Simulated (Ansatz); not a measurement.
Method: Ansatz 0.2.0, DFT PBE, scalar-relativistic, plane waves, PAW. Settings: cutoff 420 eV, Γ-centred meshes spaced at most about 0.3 Å⁻¹, and about 0.25 Å⁻¹ or finer for metals (2π included), Gaussian smearing. No spin polarisation in the final relaxations.

These are static total energies at zero pressure. All come from trial cells, and lower structures may exist.

Question: These unrelaxed guesses for W₂Br₂F are each relaxed within their symmetry. Order them by the energy at which they end, lowest first.
1.

Space group I4/mmm (No. 139). a = 3.895 Å, b = 3.895 Å, c = 13.692 Å, α = 90.00°, β = 90.00°, γ = 90.00°
```json
{"atom": "W", "site": "4d", "symmetry": "-4m2", "x": "0.5000", "y": "0.0000", "z": "0.2500"}
{"atom": "Br", "site": "4e", "symmetry": "4mm", "x": "0.0000", "y": "0.0000", "z": "0.1441"}
{"atom": "F", "site": "2b", "symmetry": "4/mmm", "x": "0.5000", "y": "0.5000", "z": "0.0000"}
```

2.

Space group I4/mmm (No. 139). a = 4.422 Å, b = 4.422 Å, c = 12.820 Å, α = 90.00°, β = 90.00°, γ = 90.00°
```tsv
atom	site	symmetry	x	y	z
W	4e	4mm	0.0000	0.0000	0.3750
Br	4d	-4m2	0.0000	0.5000	0.2500
F	2a	4/mmm	0.0000	0.0000	0.0000
```

3.

Space group I4/mmm (No. 139). a = 4.221 Å, b = 4.221 Å, c = 13.272 Å, α = 90.00°, β = 90.00°, γ = 90.00°
```tsv
atom	site	symmetry	x	y	z
W	4e	4mm	0.0000	0.0000	0.3443
Br	4e	4mm	0.0000	0.0000	0.1411
F	2a	4/mmm	0.0000	0.0000	0.0000
```

4.

Space group P4/mmm (No. 123). a = 4.381 Å, b = 4.381 Å, c = 5.792 Å, α = 90.00°, β = 90.00°, γ = 90.00°
```csv
atom,site,symmetry,x,y,z
W,2e,mmm.,0.5000,0.0000,0.5000
Br,2h,4mm,0.5000,0.5000,0.7247
F,1a,4/mmm,0.0000,0.0000,0.0000
```

Answer: 4 (ends in P4/mmm, 0 meV/atom), 2 (ends in I4/mmm, 23 meV/atom), 1 (ends in I4/mmm, 118 meV/atom), 3 (ends in I4/mmm, 278 meV/atom). Even the lowest end lies +0.28 eV/atom against the elements.

Weakly bound directions are ill-defined at this level, which has no dispersion term (P4/mmm, I4/mmm at 20.1 Å³/atom, I4/mmm at 20.8 Å³/atom), and this can change margins and order among such cells. Spin–orbit coupling, which can matter for W, is left out. In P4/mmm, I4/mmm at 19.1 Å³/atom, I4/mmm at 20.1 Å³/atom, I4/mmm at 20.8 Å³/atom an odd number of electrons in the primitive cell allows no gap without spin; a larger cell or a magnetic state could open one. A magnetic state wasn't ruled out in cells without spin, among them P4/mmm, I4/mmm at 19.1 Å³/atom, I4/mmm at 20.1 Å³/atom, I4/mmm at 20.8 Å³/atom. Cells relaxed within their symmetry can be saddle points. Some types were kept out of the candidates beforehand, so the set may lack a known form.
